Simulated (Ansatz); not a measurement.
GaN in space group P6_3/mmc (No. 194; Ga on 2d, N on 2b), plane-wave PAW r²SCAN+D4 (Ansatz code). The conduction-band minimum lies at Γ, with 1 equivalent valley. Second derivatives d²E/dk² of the lowest band at one valley (eV·Å²), along Cartesian directions:

| direction | d²E/dk² |
|---|---|
| [100] | 38.45 |
| [010] | 38.45 |
| [001] | 21.55 |
| [110] | 38.45 |
| [101] | 30.02 |
| [011] | 30.02 |

Task: Find the principal effective masses, the density-of-states mass and the conductivity mass.

Result: Off-diagonal terms follow from H_xy = H[110] − (H_xx + H_yy)/2, and m*/mₑ = 7.620 eV·Å² over each eigenvalue: 0.20, 0.20, 0.35. One valley's DOS mass (m₁m₂m₃)^(1/3) = 0.24, conductivity mass 3/(Σ 1/mᵢ) = 0.23 mₑ.

Task: What effective density of states Nc follows at 300 K for parabolic valleys?

Result: Nc = 2.509e19 × 1 × (0.24)^(3/2) ≈ 3.0e18 cm⁻³.

The workflow started from a Materials Project entry (that database holds measured and hypothetical structures alike); the Crystallography Open Database copy checked does not list it. It is not the phase usual at ambient conditions (space group No. 186, 216). Symmetry was held in the r²SCAN+D4 relaxation; phonons on a q-mesh show weakly imaginary modes. Scalar-relativistic: spin–orbit coupling is off unless named, which matters more the heavier the elements.

Potentials: the earlier of the program's two PAW sets.

Edges and masses are those of Kohn–Sham bands, whose gap is no quasiparticle gap.
